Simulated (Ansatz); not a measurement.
## Is this Cd3Te2Se structure a true minimum?

It was reached by relaxing an invented guess, and it needn't be the stable form of this composition.

The calculation used DFT PBE, scalar-relativistic, plane waves, PAW (Ansatz). Settings: cutoff 420 eV, Γ-centred mesh 12×12×2 on the computed 12-atom cell, Gaussian smearing of 0.01 eV; no spin polarisation.

The cell below (12 atoms, space group P6_3mc (No. 186)) is relaxed within its symmetry.

```xyz
12
Lattice="4.5801 0.0000 0.0000 -2.2900 3.9665 0.0000 0.0000 0.0000 22.4844" Properties=species:S:1:pos:R:3 pbc="T T T"
Cd    0.0000    2.6443    0.1471
Cd    0.0000    2.6443    7.5000
Cd    0.0000    2.6443   14.8434
Cd    2.2900    1.3222    3.6012
Cd    2.2900    1.3222   11.3893
Cd    2.2900    1.3222   18.7423
Te    0.0000    2.6443   10.3609
Te    0.0000    2.6443   17.7155
Te    2.2900    1.3222    6.4733
Te    2.2900    1.3222   21.6032
Se    0.0000    2.6443    2.8336
Se    2.2900    1.3222   14.0758
```

For the test it was strained at random (σ = 1.5 % a component), the atoms were moved at random (σ = 0.10 Å), and all was relaxed again on a coarse 6×6×1 mesh (in the run’s order of axes) with 0.20 eV smearing, with no symmetry imposed.

Spin–orbit coupling, which can matter for Te, is left out.

Problem. Is the structure stable against such a distortion?

Solution. It returns, within 1 meV/atom of the unmoved cell on that mesh and with the same symmetry when read at 0.1 Å (P1 at 0.01 Å, so small strains and shifts remain). So it is stable against the distortions that fit this cell and that this random move excites. Modes that don't fit the cell aren't tested.
